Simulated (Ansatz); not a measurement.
Relaxed Pt (fcc, Cu type):

```yaml
crystal:
  lattice:
    - [0.00000, 3.94026, 3.94026]
    - [1.97013, 0.00000, 1.97013]
    - [1.97013, 1.97013, 0.00000]
  atoms:
    - { symbol: Pt, position: [0.00000, 0.00000, 0.00000] }
    - { symbol: Pt, position: [0.50000, 0.00000, 0.00000] }
```

The atoms are displaced by Q × the pattern below (from a DFPT mode at L = (0.5, 0.0, 0.0), largest move 1; Q in Å), at fixed cell. (q is in reciprocal vectors of the primitive cell; the cell shown is doubled to hold the pattern.)

| atom | x | y | z |
|---|---|---|---|
| Pt1 | -0.577 | 0.577 | 0.577 |
| Pt2 | 0.577 | -0.577 | -0.577 |

Calculation: r2SCAN (plane waves to 500 eV, PAW, scalar-relativistic; Ansatz, a first-principles code). k mesh 10×20×20 (Γ-centred), Fermi-Dirac smearing 0.05 eV. The energy includes the smearing's −TS. With partly filled bands, energies and forces of such displacements shift with the k mesh and the smearing. Pt is run without spin polarisation. Pt was relaxed with its symmetry unable to fall. Spin-orbit coupling is left out, though Pt is heavy. ΔE is measured from the undisplaced structure. The last digit holds for this mesh only.

```tsv
Q (Å)	ΔE (meV/cell)
-0.1000	270.9
-0.0833	withheld
-0.0667	118.9
-0.0500	66.5
-0.0333	29.5
-0.0167	7.4
0.0000	0.0
0.0167	7.4
0.0333	29.5
0.0500	66.5
0.0667	118.9
0.0833	withheld
0.1000	270.9
```

Task: Fit an even polynomial form (powers 2, 4) to the given rows and predict ΔE at Q = -0.0833.

Result: Least squares on the 11 given rows: ΔE = (26450)·Q² + (64390)·Q⁴, in meV/cell with Q in Å; root-mean-square residual 0.05 meV/cell. At -0.0833 the fit gives 186.6 meV/cell; the calculation gives 186.7 meV/cell, so the interpolation is off by -0.1 (-0.1 %). The quadratic term alone would give 183.5 meV/cell.

(For displaced atoms, the force is minus the slope of the energy, and its curvature is a force constant, which sets phonon frequencies.)
